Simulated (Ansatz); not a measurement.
## Equation of state of Na6ZnSn2

A database entry relaxed whole under r2SCAN (C2/m):

```xyz
9
Lattice="5.0137 -2.7254 -0.0095 5.0137 2.7254 -0.0095 -1.3187 0.0000 9.2353" Properties=species:S:1:pos:R:3 pbc="T T T"
Na    4.3528    0.0000    2.5110
Na    4.3559    0.0000    6.7053
Na    1.7131    0.0000    8.5923
Na    6.9956    0.0000    0.6241
Na    0.9638    0.0000    5.4616
Na    7.7449    0.0000    3.7548
Zn    0.0000    0.0000    0.0000
Sn    1.1221    0.0000    2.3016
Sn    7.5866    0.0000    6.9147
```

The cell was scaled uniformly, its shape held, and the atoms relaxed at each volume with plane-wave PAW DFT (Ansatz 0.2.0; r2SCAN, 500 eV, 6×6×4 Γ-centred mesh, fermi-dirac occupations of width 0.100 eV; no spin, no spin-orbit coupling). One row is withheld.

| volume (Å³/atom) | energy over the lowest (meV/atom) | pressure (GPa) |
| --- | --- | --- |
| 26.354 | 6.4 | 1.28 |
| 26.915 | 2.7 | 0.80 |
| 27.475 | ? | ? |
| 28.036 | 0.0 | 0.00 |
| 28.597 | 0.7 | -0.38 |
| 29.158 | 2.4 | -0.66 |
| 29.718 | 5.2 | -0.95 |

**Question.** Fit the pressures of the other rows to the third-order Birch-Murnaghan form.

**Answer.** With f = [(V₀/V)^(2/3) − 1]/2 and P = 3B₀f(1 + 2f)^(5/2)[1 + 3(B₀′ − 4)f/2], least squares gives V₀ = 28.01 Å³ an atom, B₀ = 18.3 GPa and B₀′ = 4.4; the rows miss the fit by 0.02 GPa. The slope of the energies differs from these pressures by less than 0.05 GPa.

**Question.** What does the withheld row hold?

**Answer.** The fit gives 0.37 GPa at 27.475 Å³; the run gave 0.37 GPa and 0.7 meV an atom.

Caveats: the shape of the cell was held, so B₀ is an upper bound where the axes differ in stiffness; 0 K, fixed nuclei; the symmetry was kept, and this need not be the phase that is stable at 0 K; one mesh for all volumes; pressure is positive in compression.
